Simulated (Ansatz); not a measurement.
Al (fcc, Cu type)

```xyz
4
Lattice="3.9907 0.0000 0.0000 0.0000 3.9907 0.0000 0.0000 0.0000 3.9907" Properties=species:S:1:pos:R:3 pbc="T T T"
Al     0.0000     0.0000     0.0000
Al     1.9954     1.9954     0.0000
Al     1.9954     0.0000     1.9954
Al     0.0000     1.9954     1.9954
```

In each cell atom 3 (Al, nearest neighbour Al at 2.822 Å; its periodic images, 4.0 Å or more away, move with it) moves by s·(0.577, 0.577, 0.577) (along Cartesian [111]), the rest being held.

The numbers are results of r2SCAN (plane waves to 500 eV, PAW, scalar-relativistic; Ansatz, an electronic-structure program), not measurements. k mesh 9×9×9 (Γ-centred), Fermi-Dirac smearing 0.05 eV. E stands for the smeared free energy. Stress and pressure are positive under compression. With partly filled bands, energies and forces of such displacements shift with the k mesh and the smearing. F∥ is the force on the atom along that direction. On this mesh the relaxed cell isn't quite at rest: it carries a pressure of 0.3 GPa (compression positive) at the zero of the scan. Al was relaxed with its symmetry unable to fall. The PAW data are Ansatz's earlier set. The zero of ΔE is the undisplaced structure.

```
s (Å)   ΔE (meV/cell)  F∥ (eV/Å)  P (GPa)
------  -------------  ---------  -------
-0.560           1052      4.371      8.0
-0.448            632      3.163      5.1
-0.336            336      2.153      2.9
-0.224            143      1.324      1.4
-0.112             35      0.627      0.6
0.000               0      0.000      0.3
0.112              35     -0.627      0.6
0.224             143     -1.324      1.4
0.336             336     -2.153      2.9
0.448             632     -3.163      5.1
0.560            1052     -4.371      8.0
```

Key numbers:

| Property | Result |
|---|---|
| Energy at s = 0.560 Å | 1052 meV/cell |
| Force along the line at s = -0.560 Å | 4.37 eV/Å |
| Symmetry of the curve | even: the same for both signs |
| Shape of the curve | a single well with its minimum at or next to zero displacement |
| Force constant k = d²E/ds² at s = 0 (finite differences) | 5.50 eV/Å² |
| Harmonic estimate at the end of the scan | ½ks² = 862 meV/cell against the computed 1052 meV/cell, so the well is stiffer than harmonic there |

(A displaced cell: forces are minus the slopes of the energy, force constants its curvatures, and phonons follow from these.)
